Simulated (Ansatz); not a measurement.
ZrTiO$_{4}$ in space group P2_12_12 (No. 18; Zr on 2b, Ti on 2a, O on 4c, O on 4c), the program Ansatz at the PBEsol level (PAW). The conduction-band minimum lies at Γ, with 1 equivalent valley. Second derivatives d²E/dk² of the lowest band at one valley (eV·Å²), along Cartesian directions:

| direction | d²E/dk² |
|---|---|
| [100] | 3.488 |
| [010] | 3.101 |
| [001] | 0.7462 |
| [110] | 3.296 |
| [101] | 2.119 |
| [011] | 1.922 |

Q: Find the principal effective masses, the density-of-states mass and the conductivity mass.

A: Off-diagonal terms follow from H_xy = H[110] − (H_xx + H_yy)/2, and m*/mₑ = 7.620 eV·Å² over each eigenvalue: 2.2, 2.5, 10. One valley's DOS mass (m₁m₂m₃)^(1/3) = 3.8, conductivity mass 3/(Σ 1/mᵢ) = 3.1 mₑ.

Q: What effective density of states Nc follows at 300 K for parabolic valleys?

A: Nc = 2.509e19 × 1 × (3.8)^(3/2) ≈ 1.9e20 cm⁻³.

Q: With the computed static dielectric constant 68.0 (mean of the diagonal), estimate a hydrogenic donor's binding energy and radius.

A: E = 13.606 eV × 3.1/68.0² ≈ 9.1 meV; a = 0.529 Å × ε/m* ≈ 12 Å. Semilocal masses tend to be too small when the gap is underestimated.

The first step of the workflow began from a Materials Project structure, measured or hypothetical; the Crystallography Open Database copy checked does not list it. With Zr and Ti taken as one species the cell has the higher symmetry Pbcn, so it may be an ordered model of a mixed-site phase. Whether it is the stable phase at ambient conditions was not checked. The PBEsol relaxation kept the symmetry of its start; whether a distortion lowers the energy is not shown. No spin polarisation was allowed. Scalar-relativistic: spin–orbit coupling is off unless named, which matters more the heavier the elements.

Potentials: the later of the program's two PAW sets.
